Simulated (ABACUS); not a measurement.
A self-consistent single point of HfSi (Pnma, 8 atoms in the cell; from Materials Project mp-1042, changed as shown) with ABACUS.

All values come from this method and carry its errors: LDA (PW92), PseudoDojo 0.4 standard norm-conserving LDA (tails mended) pseudopotentials (plane waves; ABACUS).

The change in words: lattice vector c scaled by 1.02. Reference geometry (Pnma):
```
CELL_PARAMETERS angstrom
      6.86240     0.00000     0.00000
      0.00000     3.76823     0.00000
      0.00000     0.00000     5.22345
ATOMIC_POSITIONS crystal
  Hf 0.67514 0.25000 0.37439
  Hf 0.32486 0.75000 0.62561
  Hf 0.82486 0.75000 0.87439
  Hf 0.17514 0.25000 0.12561
  Si 0.54312 0.25000 0.86087
  Si 0.45688 0.75000 0.13913
  Si 0.95688 0.75000 0.36087
  Si 0.04312 0.25000 0.63913
```

Reference input (self-consistent single point, DFT, LDA (PW92), plane waves, PseudoDojo 0.4 standard norm-conserving LDA (tails mended) pseudopotentials): KPT = Gamma 3 5 3 0 0 0; basis_type = pw; dft_functional = PWLDA; ecutwfc = 58 Ry; smearing_method = fd; smearing_sigma = 0.00734986 Ry; potentials = PseudoDojo 0.4 standard norm-conserving LDA (tails mended); symmetry = 1; symmetry_prec = 1e-05; ks_solver = dav_subspace; scf_nmax = 100; scf_thr = 1.0e-09 Ry. This run's input differs from it in these lines:

```diff
@@ -29,3 +29,3 @@
    0.0000000000    7.1209226746    0.0000000000
-   0.0000000000    0.0000000000    9.8708899257
+   0.0000000000    0.0000000000   10.0683077242
```

The program printed (abridged):

```
 SELF-CONSISTENT
 -------------------------------------------
                                 init_chg = atomic

 PW ALGORITHM --------------- ION=   1  ELEC=   1--------------------------------

 Notice: Threshold on eigenvalues was too large.

 Density error is 0.187778590353
                          Error Threshold = 0.000289683065158
 E_KohnSham     -486.1326545125      -6614.1740852349
 E_Fermi        1.0218990272         13.9036495501

 PW ALGORITHM --------------- ION=   1  ELEC=   2--------------------------------

 Density error is 0.0606203119149
                          Error Threshold = 0.000293404047426
   [... lines left out ...]

 Density error is 2.45271023139e-08
                          Error Threshold = 2.69173510059e-09
 E_KohnSham     -486.1906986197      -6614.9638158287
 E_Fermi        1.0067310727         13.6972789420

 PW ALGORITHM --------------- ION=   1  ELEC=   7--------------------------------

 Density error is 7.00869165946e-10
                          Error Threshold = 3.83235973654e-11
 E_KohnSham     -486.1906986261      -6614.9638159162
 E_KS(sigma->0) -486.1875643812      -6614.9211723259
 E_entropy(-TS) -0.0062684899        -0.0852871805
 E_Fermi        1.0067345438         13.6973261697
 charge density convergence is achieved
 final etot is -6614.9638159 eV
 EFERMI = 13.69732617 eV

 STATE ENERGY(eV) AND OCCUPATIONS    NSPIN == 1
   [... 39 lines left out ...]

 TOTAL-FORCE (eV/Angstrom)
                       Hf1         0.0139947308         0.0000000000        -0.0002732699
                       Hf2        -0.0139947308         0.0000000000         0.0002732699
                       Hf3        -0.0139947308         0.0000000000        -0.0002732699
                       Hf4         0.0139947308         0.0000000000         0.0002732699
                       Si1         0.0235848822         0.0000000000        -0.1029535853
                       Si2        -0.0235848822         0.0000000000         0.1029535853
                       Si3        -0.0235848822         0.0000000000        -0.1029535853
   [... lines left out ...]

 TOTAL-STRESS (KBAR)
       -77.8233396351         0.0000000000         0.0000000000
         0.0000000000       -76.1938134201         0.0000000000
         0.0000000000         0.0000000000      -117.0053820831
 TOTAL-PRESSURE: -90.340845 KBAR

 --------------------------------------------
 !FINAL_ETOT_IS -6614.9638159161713702 eV
 --------------------------------------------
```

The run converged in 7 iterations. Against the reference run the free energy rises by 18.7 meV/atom, the pressure goes from -6.28 to -9.03 GPa and the largest force goes from 0.130 to 0.106 eV/Å.

The structure comes from a collection of computed structures, made at another level of theory; the collection holds predicted forms beside known ones. No clean gap shows at this smearing width and mesh (spacing up to 0.39 Å⁻¹); the mesh is coarse for partly filled bands, so the values carry mesh errors.

Cost on one core: about 40 core-seconds (a rough figure).

“Tails mended”: in these copies of the files the far tail of each local potential was reset to the Coulomb form.
